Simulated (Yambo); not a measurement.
A free-standing PtS2 monolayer (symmetry P-3m1, slab cell 15.5 Å high), G0W0@LDA in Yambo with this input:

```
rim_cut
gw0
dyson
el_el_corr
HF_and_locXC
ppa
em1d
rim_w
RandQpts= 1000000
RandGvec= 2 Ry
CUTGeo= "slab z"
EXXRLvcs= 84 Ry
VXCRLvcs= 336 Ry
Chimod= "HARTREE"
% BndsRnXp
 5 | 94 |
%
NGsBlkXp= 6 Ry
% LongDrXp
 1.0 | 1.0 | 0.0 |
%
RandGvecW= 1000 mRy
PPAPntXp= 27.2114 eV
% GbndRnge
 1 | 94 |
%
GTermKind= "BG"
DysSolver= "n"
ExtendOut
```

On a 6×6×1 mesh, with wavefunctions cut at 84 Ry, the gap ((0.167, 0.167) → (0, 0.167)) is 3.325 eV and the valence edge shifts by -0.489 eV.

Question: What happens with this change: 3 Ry block?

Answer: The gap falls by 0.109 eV, to 3.216 eV; the shift of the valence edge becomes -0.297 eV. Neither run is shown to be the converged limit. In the run with 94 bands and a 6 Ry block, which covers more k points, the smallest G0W0 gap is 3.26 eV, (0, 0.167) → (0, 0.167). The mesh misses a band edge: along a dense path the LDA gap is 1.77 eV against 2.07 eV on the mesh.

Spin-orbit coupling is not included.

Geometry relaxed with LDA; primitive cell a = b = 3.513 Å, c = 15.500 Å, α = β = 90.00°, γ = 120.00°.

A shift is the quasiparticle energy of the state minus its LDA energy.
